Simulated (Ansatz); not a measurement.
A geometry of CsPbCl₃ away from equilibrium: step 3 of the relaxation of a relaxed CsPbCl3 cell shaken by Gaussian noise of σ = 0.08 Å a coordinate. These are r2SCAN (plane waves to 500 eV, PAW, scalar-relativistic; Ansatz, an electronic-structure program) values and carry that method's errors. Γ-centred k-mesh 4×4×4 on the run's cell (coarser than for final values), Fermi–Dirac smearing 0.05 eV.

```
CELL_PARAMETERS angstrom
      4.41010     2.51015     6.81688
     -4.24760     2.45693     6.73307
      0.03515    -4.96015     6.77243
ATOMIC_POSITIONS crystal
  Pb 0.23535 0.24118 0.22746
  Pb 0.73665 0.73554 0.76821
  Cs 0.99820 0.99974 0.00674
  Cs 0.50268 0.50231 0.50173
  Cl 0.93049 0.56518 0.22977
  Cl 0.25806 0.94565 0.56032
  Cl 0.57018 0.25607 0.93839
  Cl 0.06850 0.44052 0.74951
  Cl 0.77182 0.05092 0.45586
  Cl 0.42421 0.75634 0.08076
```

**Question.** What forces act on the atoms (eV/Å)?

**Answer.** 
```tsv
atom	Fx	Fy	Fz
Pb1	0.15	-0.08	-0.42
Pb2	0.13	0.20	-0.22
Cs3	-0.02	0.03	-0.02
Cs4	0.02	-0.09	-0.03
Cl5	0.08	0.01	0.10
Cl6	-0.08	0.17	0.16
Cl7	-0.13	-0.11	0.14
Cl8	-0.05	-0.07	0.08
Cl9	0.07	-0.05	0.10
Cl10	-0.16	-0.02	0.11
```

**Question.** What is the pressure?

**Answer.** -0.2 GPa, compression positive.

No spin polarisation in the result.

The end of the path is a generated cell of CsPbCl3: the first start was made by placing the elements on the sites of a structure type, and the end was not matched to a known phase here, so it may be hypothetical. Known forms of CsPbCl3 include space group No. 221.
